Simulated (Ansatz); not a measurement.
Os: energy along a strain

Os, Fm-3m, a = 3.890 Å (as given, not relaxed at this level: -20.1 GPa). This isn't the element's structure at ambient conditions. Ansatz: PBEsol, PAW, 420 eV, Γ-centred 20×20×20 mesh on 1 atom, Gaussian smearing 0.15 eV; no spin polarisation. Cell vectors (Å): 0.000 1.945 1.945; 1.945 0.000 1.945; 1.945 1.945 0.000. The cell is strained by x per cent times the pattern (0 0 0 0 0 1) in the order xx yy zz yz xz xy (engineering shears), with fractional coordinates held. y is the free energy over the start, V0 = 14.716 Å³/atom. Symmetry makes y even in x. Points with a strain past 8.5 % were computed too (2) and aren't used here.

| x (%) | y (meV/atom) |
| --- | --- |
| -5.00 | 30.32 |
| 0.00 | 0.00 |
| 1.25 | 1.87 |
| 2.50 | 7.52 |
| 3.75 | 16.98 |
| 6.25 | 47.62 |
| 7.50 | ? |

Problem. Fit y = c2 x² + c4 x⁴ to the other rows, get the stiffness along the pattern, and predict the missing energy.

Solution. Least squares on the rows shown. y = 1.2010 x² + 0.00046317 x⁴. The clamped-ion stiffness p·C·p = 2 × 12.01 eV × 160.2 / 14.716 Å³ = 261 GPa, which is C66 in these axes (C44 of the cubic crystal) (second derivative at the start, which stands under stress). At x = 7.50 the fit asked for gives 69.02 meV/atom. The run gave 68.95 meV/atom, so the fit is 0.07 meV/atom too high, a small miss on the scale of the series.

Spin–orbit coupling is left out, which can shift energies with elements as heavy as these.